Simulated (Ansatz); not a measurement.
## KCdCO3F: ⁴¹K nuclear quadrupole resonance

Cell: a COD entry, ions relaxed with PBE at fixed cell.

Space group P-6c2 (No. 188); a = 5.1349, c = 8.8460 Å, γ = 120.00°.

| site | Wyckoff | site symmetry | x | y | z |
| --- | --- | --- | --- | --- | --- |
| K | 2e | 3.2 | 0.6667 | 0.3333 | 0.5000 |
| Cd | 2b | -6.. | 0.0000 | 0.0000 | 0.2500 |
| C | 2d | -6.. | 0.3333 | 0.6667 | 0.2500 |
| O | 6k | m.. | 0.4129 | 0.9487 | 0.2500 |
| F | 2a | 3.2 | 0.0000 | 0.0000 | 0.5000 |

One atom of each set is listed.

Level of theory: DFT, PBE, plane waves and PAW, scalar-relativistic, 420 eV cutoff, Γ-centred 5×5×3 k-points, Fermi–Dirac smearing 0.02 eV (Ansatz 0.2.0).

⁴¹K: I = 3/2, Q = 73.40 mb (year-2017 value). Static lattice, zero field.

**Question.** Predict the zero-field ⁴¹K lines of each site.

**Answer.** For I = 3/2 there is one line, ν = (|C_Q|/2)(1 + η²/3)^½.

```csv
site,atoms,V_zz (10²¹ V/m²),C_Q (MHz),η,line frequencies (MHz)
K,2,-2.10,-3.73,0.00,1.87
```

**Question.** And for ³⁹K (I = 3/2, Q = 60.30 mb) on K?

**Answer.** C_Q scales with Q to -3.07 MHz, with lines at 1.53 MHz.

An axis of threefold or higher order runs through K, so V_zz lies along it and η is zero.

The relaxation (4 steps) took 35 s of wall time (34 s of CPU time) and 0.69 GiB at its peak, on 1 thread of Intel Xeon Platinum 8488C (Sapphire Rapids) (x86_64; 64 cores open to the job, memory cap 2.5 GiB, no GPU), a shared host with a load of 0.5 a core.
